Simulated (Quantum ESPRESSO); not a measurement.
# Computed records: AlSi2PC4 (made-up cell)

All values are calculated (Quantum ESPRESSO 7.5). Calculation on a made-up crystal cell, not a measurement, run twice, once with a planted mistake found by running each candidate: periodic Kohn-Sham density functional theory in plane waves with PseudoDojo standard norm-conserving scalar-relativistic pseudopotentials, each functional with its own files (v0.5 for PBE, v0.4.1 for LDA and PBEsol), no spin polarisation, no spin-orbit coupling, atoms not relaxed, stress positive in tension, energies less a fixed whole-eV offset for each atom's element; levels are Kohn-Sham levels at fractions of this cell's reciprocal vectors, counted from the reference band (half the neutral cell's valence electrons, rounded up) at Gamma; error bars cover cutoff and k-mesh only, not smearing or the files; a charged cell sits in a uniform background, with energy and stress on this program's zero of potential; each bar is the largest change over components, and at least 0.002 eV, 0.002 eV per angstrom or 0.02 GPa; energies are for the whole cell, and the offsets were chosen from early runs and are not element reference energies; a distance is the largest change of any value in units of its error bar, a scale change is of lengths, and a coarse mesh keeps the half-step shift.

Settings shared by all entries: lattice type zincblende/diamond; intended functional pbe; intended cutoff 1116 eV; intended fermi dirac smearing 0.025 eV; intended scf tolerance 1e-07 eV; intended electrons removed 0; healthy free energy less offsets -1.912 eV; healthy smearing term minus ts 0 eV; healthy scf iterations 11; healthy pressure 7.96 GPa; healthy stress xx -8.93 GPa; healthy stress yy -6.92 GPa; healthy stress zz -8.03 GPa; healthy stress yz -0.53 GPa; healthy stress xz -8.91 GPa; healthy stress xy 3.81 GPa; faulty scf iterations 12; candidate k points along each vector 1; candidate cutoff 662 eV; candidate smearing 0.57 eV; candidate functional lda; candidate scf tolerance 0.4 eV; candidate electrons removed 1; candidate scale change 1.29 percent; candidate first exchanged site 4; candidate second exchanged site 5; intended k mesh 4 x 4 x 4, shifted by half a step; structure shown as intended, without the mistake.

(1) AlSi2PC4 (made-up cell)

Intended structure:
```
cell vectors (Å)
   4.3686     0.0513    -0.0769
   0.0513     4.3615    -0.0118
  -0.0769    -0.0118     4.3418
atoms (fractions of the cell vectors)
Si -0.01163  0.01984  0.01210
P   0.00431  0.50756  0.50401
Al  0.50100  0.00988  0.51606
Si  0.51182  0.49315  0.00421
C   0.26552  0.24208  0.24137
C   0.24077  0.76212  0.74831
C   0.75683  0.26396  0.75464
C   0.75445  0.76617  0.25085
```

- faulty free energy less offsets: -11.068 eV
- faulty smearing term minus ts: -0.01 eV
- faulty pressure: -16.47 GPa
- faulty stress xx: 14.37 GPa
- faulty stress yy: 17.4 GPa
- faulty stress zz: 17.64 GPa
- faulty stress yz: -0.86 GPa
- faulty stress xz: -9.06 GPa
- faulty stress xy: 2.12 GPa
- fault kind: wrong charge
- other mistakes run: 7
- distance from healthy: 1311 error bars
- distance from nearest other mistake: 532.5 error bars
- healthy error bar energy: 0.006983 eV
- healthy error bar stress: 0.06029 GPa
- healthy error bar force: 0.0029 eV/Å

Atoms:
| atoms element | atom site | atom energy offset (eV) |
| --- | --- | --- |
| Si | 1 | -115 |
| P | 2 | -189 |
| Al | 3 | -64 |
| Si | 4 | -115 |
| C | 5 | -163 |
| C | 6 | -163 |
| C | 7 | -163 |
| C | 8 | -163 |

Healthy forces:
| site | x (eV/Å) | y (eV/Å) | z (eV/Å) |
| --- | --- | --- | --- |
| 1 | 1.567 | -1.835 | -0.758 |
| 2 | 0.387 | 0.753 | -0.339 |
| 3 | 0.195 | -1.322 | -0.084 |
| 4 | -1.301 | 2.163 | -0.065 |
| 5 | -2.206 | 2.932 | 0.187 |
| 6 | -0.905 | -2.054 | 1.26 |
| 7 | 1.383 | 1.672 | -0.398 |
| 8 | 0.879 | -2.308 | 0.196 |

Faulty forces:
| site | x (eV/Å) | y (eV/Å) | z (eV/Å) |
| --- | --- | --- | --- |
| 1 | 1.31 | -1.727 | -0.572 |
| 2 | 0.152 | 0.397 | -0.028 |
| 3 | 0.367 | -1.211 | 0.292 |
| 4 | -1.077 | 1.922 | 0.122 |
| 5 | -2.38 | 3.173 | -0.095 |
| 6 | -1.124 | -2.086 | 1.113 |
| 7 | 1.661 | 1.898 | -0.666 |
| 8 | 1.092 | -2.365 | -0.166 |

Candidate mistake: coarse kmesh, low cutoff, wide smearing, wrong functional, loose scf, wrong charge, cell scaled, atoms exchanged

(2) AlSi2PC4 (made-up cell)

Structure as in entry 1.

- faulty free energy less offsets: -1.991 eV
- faulty smearing term minus ts: 0 eV
- faulty pressure: -0.03 GPa
- faulty stress xx: -0.85 GPa
- faulty stress yy: 1 GPa
- faulty stress zz: -0.07 GPa
- faulty stress yz: -0.65 GPa
- faulty stress xz: -8.05 GPa
- faulty stress xy: 3.91 GPa
- fault kind: cell scaled
- other mistakes run: 7
- distance from healthy: 134.1 error bars
- distance from nearest other mistake: 130.4 error bars
- healthy error bar energy: 0.006983 eV
- healthy error bar stress: 0.06029 GPa
- healthy error bar force: 0.0029 eV/Å

Atoms:
| atoms element | atom site | atom energy offset (eV) |
| --- | --- | --- |
| Si | 1 | -115 |
| P | 2 | -189 |
| Al | 3 | -64 |
| Si | 4 | -115 |
| C | 5 | -163 |
| C | 6 | -163 |
| C | 7 | -163 |
| C | 8 | -163 |

Healthy forces:
| site | x (eV/Å) | y (eV/Å) | z (eV/Å) |
| --- | --- | --- | --- |
| 1 | 1.567 | -1.835 | -0.758 |
| 2 | 0.387 | 0.753 | -0.339 |
| 3 | 0.195 | -1.322 | -0.084 |
| 4 | -1.301 | 2.163 | -0.065 |
| 5 | -2.206 | 2.932 | 0.187 |
| 6 | -0.905 | -2.054 | 1.26 |
| 7 | 1.383 | 1.672 | -0.398 |
| 8 | 0.879 | -2.308 | 0.196 |

Faulty forces:
| site | x (eV/Å) | y (eV/Å) | z (eV/Å) |
| --- | --- | --- | --- |
| 1 | 1.506 | -1.689 | -0.745 |
| 2 | 0.367 | 0.825 | -0.275 |
| 3 | 0.163 | -1.21 | -0.146 |
| 4 | -1.197 | 2.047 | -0.104 |
| 5 | -2.04 | 2.64 | 0.143 |
| 6 | -0.816 | -1.93 | 1.184 |
| 7 | 1.217 | 1.472 | -0.229 |
| 8 | 0.799 | -2.155 | 0.172 |

Candidate mistake: coarse kmesh, low cutoff, wide smearing, wrong functional, loose scf, wrong charge, cell scaled, atoms exchanged
